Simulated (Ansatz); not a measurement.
MnC$_{6}$:
```yaml
crystal:
  lattice:
    - [4.34377, 0.00000, 0.00000]
    - [-2.17188, 3.76181, 0.00000]
    - [0.00000, 0.00000, 3.56150]
  atoms:
    - { symbol: C, position: [0.33446, 0.33446, 0.00000], spin: 0.0 }
    - { symbol: C, position: [0.66554, 0.00000, 0.00000], spin: 0.0 }
    - { symbol: C, position: [0.00000, 0.66554, 0.00000], spin: 0.0 }
    - { symbol: C, position: [0.33446, 0.00000, 0.00000], spin: 0.0 }
    - { symbol: C, position: [0.66554, 0.66554, 0.00000], spin: 0.0 }
    - { symbol: C, position: [0.00000, 0.33446, 0.00000], spin: 0.0 }
    - { symbol: Mn, position: [0.00000, 0.00000, 0.50000], spin: 3.2 }
```

Relaxed with PBE+D3(BJ). Special points in fractions of this cell's reciprocal vectors: Γ (0.000, 0.000, 0.000); M (0.500, 0.000, 0.000); K (0.333, 0.333, 0.000); A (0.000, 0.000, 0.500); L (0.500, 0.000, 0.500); H (0.333, 0.333, 0.500).

Problem. List the band energies nearest the Fermi level at these points for the program Ansatz at the PBE+D3(BJ) level (PAW).

Solution. In eV from the Fermi level; about four levels below and three above (degenerate sets whole), none deeper than 8.9 eV; points with the same levels are listed once.

| k | below | above |
|---|---|---|
| Γ ↑ | -1.78 -1.78 -1.24 -1.24 | 1.74 1.96 1.96 |
| M ↑ | -2.33 -2.07 -1.74 -0.68 | 0.09 0.36 3.02 |
| K ↑ | -1.96 -1.96 -0.82 -0.82 | 3.42 3.67 3.67 |
| A ↑ | -3.00 -3.00 -2.56 -1.62 -1.62 | 0.27 0.27 6.61 6.61 |
| L ↑ | -2.53 -2.20 -1.41 -1.29 | 0.96 3.77 5.01 |
| H ↑ | -2.59 -2.59 -2.28 -1.34 -1.34 | 2.37 3.48 3.48 |
| Γ ↓ | -3.73 -3.73 -1.38 -1.38 -0.73 | 0.66 0.66 3.17 |
| M ↓ | -7.06 -6.58 -4.97 -0.14 | 0.26 0.29 0.83 |
| K ↓ | -6.48 -6.48 -6.01 -0.19 | 0.44 0.44 1.36 1.36 |
| A ↓ | -3.40 -3.40 -3.01 -3.01 -0.07 | 1.38 1.38 2.22 2.22 |
| L ↓ | -7.67 -5.08 -2.53 -0.43 | 0.46 1.68 1.68 |
| H ↓ | -7.29 -7.29 -7.07 -0.75 -0.75 | 0.29 1.65 1.65 |

Space group P6/mmm. A made-up cell: these elements were put on the sites of a structure type; neither database checked (COD, Materials Project) lists it. Whether it is the stable phase at ambient conditions was not checked. Symmetry was held in the PBE+D3(BJ) relaxation; its stability against distortions is not shown here. Spin order of the final state: ferromagnetic, chosen from 4 collinear starts compared on coarse meshes (ties went to the first, and starts can fall back to one state), not a proven ground state.

Potentials: the later of the program's two PAW sets.
